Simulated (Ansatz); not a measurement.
With the program Ansatz at the r²SCAN+D4 level (PAW), Ge2Sb2TeSe4 in the trigonal phase (P-3m1; Pearson symbol hP9) relaxes to a = 3.996 Å, c = 17.159 Å. Te has 6 nearest neighbours from 3.13 Å (octahedral). Its formation energy from the elements is -0.15 eV/atom, with no fitted shifts.

Electronic character: metallic (no gap). Gap from r²SCAN+D4 with spin–orbit coupling: none (metallic).

Bader charges are Ge +0.66, Sb +0.79, Te -0.50, Se -0.61 to -0.59 e.

The start of the workflow was typed in or built on a structure type; neither database checked (COD, Materials Project) lists it. Its standing as an ambient phase is unchecked. The r²SCAN+D4 relaxation kept the symmetry of its start; whether a distortion lowers the energy is not shown. A small band overlap can be real or an error of a semilocal functional. The references are the lowest solids computed at this level, not always the standard phases. Spin–orbit coupling is left out wherever it is not named.

Potentials: the later of the program's two PAW sets.
